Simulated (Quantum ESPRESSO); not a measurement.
```
CELL_PARAMETERS angstrom
      0.00000     3.23200     3.23200
      3.23200     0.00000     3.23200
      3.23200     3.23200     0.00000
ATOMIC_POSITIONS crystal
  Mg 0.00000 0.00000 0.00000
  Te 0.75000 0.75000 0.75000
```
Geometry: a computed entry of the Materials Project; it was not checked against measured cells. It is MgTe in F-43m; whether this form has been observed was not checked. Stability against distortions was not tested.

With PBE (σ by GIPAW in a modified build of Quantum ESPRESSO; JTH PAW datasets, 20 Ha):

| quantity | PBE |
|---|---|
| σ_iso Mg (ppm) | 463.8 |
| σ_iso Te (ppm) | 3847.3 |

These are absolute shieldings with no macroscopic susceptibility term; δ = σ_ref − σ needs a reference computed alike. In our sweeps, cutoffs and meshes of this size left a few ppm, and up to some 20 ppm on atoms from Zn on. No spin–orbit coupling; Te is the heaviest element present. No d partial waves on Mg, Te: the paramagnetic term there is incompletely reconstructed. The structure is static (0 K, no zero-point motion).

Q: What does the LDA, on its own JTH datasets and the same geometry, give?

A: 
```json
[
 {"quantity": "σ_iso Mg (ppm)", "LDA": "448.7", "LDA − PBE": "-15.1"},
 {"quantity": "σ_iso Te (ppm)", "LDA": "3678.7", "LDA − PBE": "-168.6"}
]
```
